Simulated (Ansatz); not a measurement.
KHg2:
```xyz
6
Lattice="-2.5958 4.0057 4.5467 2.5958 -4.0057 4.5467 2.5958 4.0057 -4.5467" Properties=species:S:1:pos:R:3 pbc="T T T"
K      2.5958     2.0028     4.0890
K      0.0000     2.0028     0.4577
Hg     2.5958     3.5564    -1.4810
Hg     0.0000     0.4493     6.0277
Hg     0.0000     4.4550     3.0658
Hg     2.5958    -0.4493     1.4810
```

Relaxed with r²SCAN. Special points in fractions of this cell's reciprocal vectors: Γ (0.000, 0.000, 0.000); X (0.500, 0.500, -0.500); F2 (0.331, 0.669, -0.331); Σ0 (-0.331, 0.331, 0.331); Y0 (0.444, -0.444, 0.444); U0 (0.556, 0.444, -0.444); R (0.000, 0.500, 0.000); W (0.250, 0.250, 0.250); S (0.500, 0.000, 0.000); T (0.000, 0.000, 0.500).

**Question.** List the band energies nearest the Fermi level at these points for DFT-r²SCAN in the program Ansatz with PAW potentials.

**Answer.** In eV from the Fermi level; about four levels below and three above (degenerate sets whole), none deeper than 8.9 eV; points with the same levels are listed once.

```tsv
k	below	above
Γ	-4.15 -2.98 -1.44 -0.26	1.02 1.02 1.29
X	-5.85 -5.20 -4.66 -1.50	0.19 0.92 1.52
F2	-4.79 -1.53 -1.50 -0.70	1.29 1.93 3.50
Y0	-5.92 -5.18 -4.63 -1.38	0.20 0.79 1.58
R	-4.23 -2.84 -0.24 -0.18	1.06 1.06 1.66
W	-5.26 -5.26 -3.72 -3.72	0.42 0.42 1.29 1.29
S	-6.51 -5.54 -2.52 -1.97	0.46 0.58 1.72
T	-3.46 -3.46 -0.38 -0.38	1.46 1.46 3.18 3.18
```

Space group Imma. The workflow started from a Materials Project entry (that database holds measured and hypothetical structures alike); the Crystallography Open Database files this formula in space group No. 74, but the cells were not matched. Whether it is the stable phase at ambient conditions was not checked. The cell was relaxed with r²SCAN under the symmetry of its start; its stability against distortions is not shown here. Scalar-relativistic: spin–orbit coupling is off unless named, which matters more the heavier the elements.

Potentials: the later of the program's two PAW sets.
